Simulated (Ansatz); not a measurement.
**Notes on LaAl2BBr2**

```
CELL_PARAMETERS angstrom
4.69294 0.00000 0.00000
0.00000 4.69294 0.00000
0.00000 0.00000 6.30998
ATOMIC_POSITIONS crystal
La 0.00000 0.00000 0.50000
B 0.00000 0.00000 0.00000
Al 0.50000 0.50000 0.25370
Al 0.50000 0.50000 0.74630
Br 0.00000 0.50000 0.00000
Br 0.50000 0.00000 0.00000
```

Level: r2SCAN, no spin polarisation; 500 eV; 7×7×6 Γ-centred mesh; fermi-dirac occupations (width 0.018 eV); Ansatz 0.2.0, fixed geometry.

(1) Where is the largest force?

(2) Is it stable against the elements?

(3) Which element gives electrons and which takes them?

(4) Is there a gap?

(5) What does the stress say?

(6) What do density and ELF say about some of the short contacts?

Origin: a known structure type with other elements, at an estimated volume, so it need not be a known compound. Caveats: many states at the Fermi level without spin polarisation, so a magnetic state may lie lower; atoms or cell far from equilibrium; f levels without a U or exact exchange are poorly placed.

## Answers

(1) The largest is on Al3 (and as large on other atoms): 1.81 eV/Å, components (0.00, 0.00, 1.81). It makes 124° with the line to a nearest neighbour, Br5 at 2.84 Å.

(2) 0.72 eV an atom against the elements' usual phases (free molecules for gases, crystals otherwise, with no correction for O₂ or N₂), so at this geometry it isn't bound against them. Relaxing would lower it.

(3) Bader charges in e: La +1.37, Al +0.19, B -0.25, Br -0.75. In the mean La gives up most and Br takes most.

(4) It is a metal, with about 5.2 states/eV a cell as the mean within 0.25 eV of the Fermi level, mostly Al p (31 %), La d (29 %) and B p (14 %).

(5) The pressure is 1.9 GPa (compression positive), so with the atoms held at these fractions the cell would first expand; the forces are large, so a full relaxation may end otherwise. The principal stresses -3.2, 4.4, 4.4 GPa differ, so its shape would change too.

(6) B–Br at 2.35 Å: least valence density 0.42 e/Å³ and ELF 0.58 there. La–B at 3.15 Å: least valence density 0.18 e/Å³ and ELF 0.43 there. Al–Br at 2.84 Å is left out, since its least density falls inside a PAW sphere. Al–Al at 3.11 Å is left out, since its least density falls inside a PAW sphere. Both are smooth PAW fields, read partly inside the augmentation spheres.
